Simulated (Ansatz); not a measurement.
This run works on a generated trial structure, not on a known crystal.

Input and command of a plane-wave DFT calculation in Ansatz:

```yaml
crystal:
  lattice:
    - [4.5261732575, -0.0002258283, -0.0127465011]
    - [1.5534262991, 4.3260736464, -0.0113061624]
    - [1.6474479179, 1.5988094244, 4.0115705312]
  atoms:
    - { symbol: Li, position: [0.9016046818, 0.4109675439, 0.3907040944] }
    - { symbol: Li, position: [0.2877199625, 0.6590578839, 0.4677059505] }
    - { symbol: Li, position: [0.8363393846, 0.8156784695, 0.8257275755] }
    - { symbol: Si, position: [0.2653196552, 0.0830343384, 0.8715569317] }
    - { symbol: Si, position: [0.5243796547, 0.3054363791, 0.0969355936] }
    - { symbol: "N", position: [0.9007128063, 0.3543719141, 0.8349700897] }
    - { symbol: "N", position: [0.5490435102, 0.1920556795, 0.4986502948] }
    - { symbol: "N", position: [0.2348833746, 0.6793987914, 0.01374544] }
basis:
  ecutwfc: 420
kpoints:
  mp_grid: { grid: [6, 8, 8] }
hamiltonian:
  xc: pbe
scf:
  occupations: { method: gaussian, width: 0.02 }
output:
  forces: true
  stress: true
  eigenvalues: true
relax:
  adjacent_minimum: "off"
  f_tol: 0.01
  max_steps: 30
  cell: { stress_tol: 0.1, fix: [volume] }
```

```bash
ansatz run input.yaml --threads 1 --pin off --max-ram 2560MiB --backend cpu --events-out ev --progress --plain --runs-dir out
```

Processor: Intel(R) Xeon(R) Platinum 8488C (Sapphire Rapids), 1 thread, on a host shared with other jobs.

Problem. Estimate time, memory and problem size.

Solution. About 3.8 min, peak memory 0.63 GiB. It solves 24 bands at 196 k points (after reduction by symmetry) with about 1547 plane waves, in 57 SCF iterations over 9 ionic steps.
